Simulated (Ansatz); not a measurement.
Input:

GeTePt:
```
CELL_PARAMETERS angstrom
      6.29597     0.00000     0.00000
      0.00000     6.29597     0.00000
      0.00000     0.00000     6.29597
ATOMIC_POSITIONS crystal
  Ge 0.12142 0.87858 0.37858
  Ge 0.37858 0.12142 0.87858
  Ge 0.62142 0.62142 0.62142
  Ge 0.87858 0.37858 0.12142
  Te 0.87681 0.12319 0.62319
  Te 0.62319 0.87681 0.12319
  Te 0.37681 0.37681 0.37681
  Te 0.12319 0.62319 0.87681
  Pt 0.51450 0.48550 0.98550
  Pt 0.98550 0.51450 0.48550
  Pt 0.01450 0.01450 0.01450
  Pt 0.48550 0.98550 0.51450
```

This is the r²SCAN-relaxed structure. x, y and z are the axes in which the lattice vectors are written.

Q: All from r²SCAN (plane waves, PAW; program Ansatz), unless another level is named. Give the formation energy from the elements (no fitted shifts).

A: -0.48 eV/atom.

Q: Predict the band gap.

A: 0.37 eV (indirect).

Q: Give the smallest direct gap on the standard path.

A: 0.73 eV.

Q: What about the valence-band maximum?

A: off the standard path, at k = (0.000, 0.333, 0.362).

Q: Predict the conduction-band minimum.

A: on the Γ–X line, 10 % of the way from Γ (6 equivalent valleys).

Space group P2_13. The workflow started from a Materials Project entry (that database holds measured and hypothetical structures alike); the Crystallography Open Database copy checked does not list it. Whether it is the stable phase at ambient conditions was not checked. The cell was relaxed with r²SCAN under the symmetry of its start; its stability against distortions is not shown here. No spin polarisation was allowed. The references are the lowest solids computed at this level, not always the standard phases. Scalar-relativistic: spin–orbit coupling is off unless named, which matters more the heavier the elements.

Potentials: the later of the program's two PAW sets.
